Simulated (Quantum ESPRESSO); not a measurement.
GaSi6Ge (made-up cell) (calculated)

Computed with Quantum ESPRESSO 7.5. Calculation on a made-up crystal cell, not a measurement: periodic Kohn-Sham density functional theory in plane waves with PseudoDojo standard norm-conserving scalar-relativistic pseudopotentials, each functional with its own files (v0.5 for PBE, v0.4.1 for LDA and PBEsol), no spin polarisation, no spin-orbit coupling, atoms not relaxed, stress positive in tension, energies less a fixed whole-eV offset for each atom's element; levels are Kohn-Sham levels at fractions of this cell's reciprocal vectors, counted from the reference band (half the neutral cell's valence electrons, rounded up) at Gamma; error bars cover cutoff and k-mesh only, not smearing or the files; added strain carries the atoms with the cell, and shear is the tensor component; each bar is the largest change over components, and at least 0.002 eV, 0.002 eV per angstrom or 0.02 GPa; energies are for the whole cell, and the offsets were chosen from early runs and are not element reference energies.

Entry: GaSi6Ge (made-up cell)

```
CELL_PARAMETERS angstrom
5.56060 0.05790 -0.00360
0.05790 5.50290 0.01920
-0.00360 0.01920 5.52760
ATOMIC_POSITIONS crystal
Ga 0.03277 0.99635 0.99560
Si 0.00949 0.51078 0.48383
Si 0.49132 0.00739 0.49288
Si 0.48896 0.48524 0.99881
Si 0.26212 0.26704 0.25738
Si 0.24460 0.76832 0.75379
Ge 0.72866 0.25435 0.74637
Si 0.75011 0.71502 0.21680
```

| Quantity | Value |
| --- | --- |
| lattice type | zincblende/diamond |
| functional | pbe |
| cutoff | 1088 eV |
| fermi dirac smearing | 0.1 eV |
| scf tolerance | 1e-07 eV |
| electrons removed | 0 |
| k mesh | 6 x 6 x 6, shifted by half a step |
| free energy less offsets | -0.7621 eV |
| smearing term minus ts | -0.0864 eV |
| scf iterations | 10 |
| pressure | 2.286 GPa |
| stress xx | -2.538 GPa |
| stress yy | -2.222 GPa |
| stress zz | -2.099 GPa |
| stress yz | -2.518 GPa |
| stress xz | 1.612 GPa |
| stress xy | 2.472 GPa |
| fermi level | -0.7394 eV |
| reference band | 26 |
| error bar energy | 0.002796 eV |
| error bar stress | 0.03067 GPa |
| error bar force | 0.01629 eV/Å |
| error bar next band up | 0.002 eV |
| error bar fermi level | 0.01521 eV |
| error bars from | tighter rerun of a related cell |

Atoms:
```tsv
atoms element	atom site	atom energy offset (eV)
Ga	1	-2080
Si	2	-115
Si	3	-115
Si	4	-115
Si	5	-115
Si	6	-115
Ge	7	-2430
Si	8	-115
```

Forces:
```tsv
site	x (eV/Å)	y (eV/Å)	z (eV/Å)
1	-1.856	1.429	1.653
2	-0.3675	0.1381	1.141
3	0.8784	-1.444	-0.3547
4	-0.3188	1.184	-0.5955
5	-0.9457	-0.8603	-0.1972
6	1.311	-1.891	-1.933
7	1.433	-0.4505	-0.6322
8	-0.1334	1.895	0.9184
```

Levels:
```tsv
level k point	next band up (eV)
Gamma	0.155
(1/2,1/2,1/2)	0.4677
(0.15,0,0)	0.2614
(0,0.15,0)	0.1595
(0,0,0.15)	0.1762
```
